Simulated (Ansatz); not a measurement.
MoPt (rock salt, space group No. 225), the program Ansatz at the PBEsol level (PAW), all energies at zero smearing, with the estimated change up to a 700 eV cutoff added, with one set of potentials and settings (totals compare only within such a set). Cell of 2 atoms (1 Pt, 1 Mo): -17281.336 eV.

| element | reference phase | E (eV/atom) |
|---|---|---|
| Pt | Fm-3m, 1 atoms in the cell | -12385.3838 |
| Mo | Im-3m, 1 atoms in the cell | -4897.5018 |

Formation energy per atom, worked out: (-17281.336 − 1×(-12385.3838) − 1×(-4897.5018))/2 = 0.775 eV/atom (75 kJ per mol of atoms), at 0 K, without zero-point energy or fitted corrections.

The start of the workflow was typed in or built on a structure type; neither database checked (COD, Materials Project) lists it. Whether it is the stable phase at ambient conditions was not checked. The cell was relaxed with PBEsol under the symmetry of its start; whether a distortion lowers the energy is not shown. The run is not spin-polarised. Its formation energy is positive at this level, so the cell may be metastable or incomplete. The references are the lowest solids computed at this level, not always the standard phases. Spin–orbit coupling is left out wherever it is not named.

Potentials: the earlier of the program's two PAW sets. The files were generated under PBE; for other functionals the program regenerates the frozen cores, and for LDA and PBEsol the local potential too.
